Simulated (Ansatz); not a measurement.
## Equation of state of Hf

```
Hf
1.0
     0.00000    2.22000    2.22000
     2.22000    0.00000    2.22000
     2.22000    2.22000    0.00000
Hf
1
Direct
  0.00000 0.00000 0.00000
```

Conventional cell: a = 4.440 Å, b = 4.440 Å, c = 4.440 Å, α = 90.00°, β = 90.00°, γ = 90.00°. Hf (atom 1) is surrounded by 12 Hf at 3.14 Å.

The cell is COD entry 1534929, as deposited and not checked against the literature; nothing was relaxed.

No spin–orbit coupling, which matters for the heavy atoms here.

All numbers are computed: DFT, PBEsol, all-electron LAPW, scalar-relativistic (Ansatz 0.2.0); DFT, PBEsol, PAW with Ansatz's default frozen-core files, scalar-relativistic (Ansatz 0.2.0).

For LAPW: a Γ-centred 16×16×16 k mesh, Fermi–Dirac smearing of 0.03 eV, basis error target 0.25 meV/atom, no spin polarisation. PAW takes a cutoff of 420 eV at this cell (files made with PBE, cores remade for this functional). The Ansatz runs share mesh, smearing and spin set-up. Plane-wave (PAW) pressures include the program's estimate of the Pulay term.

The cell above is scaled evenly, with fractional coordinates and shape held.

| V/V(cell) | V (Å³/atom) | P, LAPW (GPa) | P, PAW (GPa) | free energy over the lowest listed, PAW (meV/atom) |
| --- | --- | --- | --- | --- |
| 0.9400 | 20.569 | 5.49 | 5.45 | 15.9 |
| 0.9600 | 21.007 | 2.90 | 2.86 | 4.6 |
| 0.9800 | 21.444 | 0.54 | 0.51 | 0.0 |
| 0.9900 | 21.663 | -0.56 | -0.59 | 0.1 |
| 1.0000 | 21.882 | -1.60 | -1.62 | 1.6 |
| 1.0100 | 22.101 | ? | ? | ? |
| 1.0200 | 22.320 | -3.52 | -3.55 | 8.7 |
| 1.0400 | 22.757 | -5.28 | -5.30 | 20.8 |
| 1.0600 | 23.195 | -6.89 | -6.91 | 37.5 |

(1) Fill in the row V/V(cell) = 1.0100.

(2) What do Birch–Murnaghan fits to the pressures give?

Answers

(1) P, LAPW (GPa) = -2.58, P, PAW (GPa) = -2.61, free energy over the lowest listed, PAW (meV/atom) = 4.5.

(2) LAPW: V0 = 21.55 Å³/atom, B0 = 108 GPa, B0′ = 3.8; PAW: V0 = 21.55 Å³/atom, B0 = 108 GPa, B0′ = 3.8.
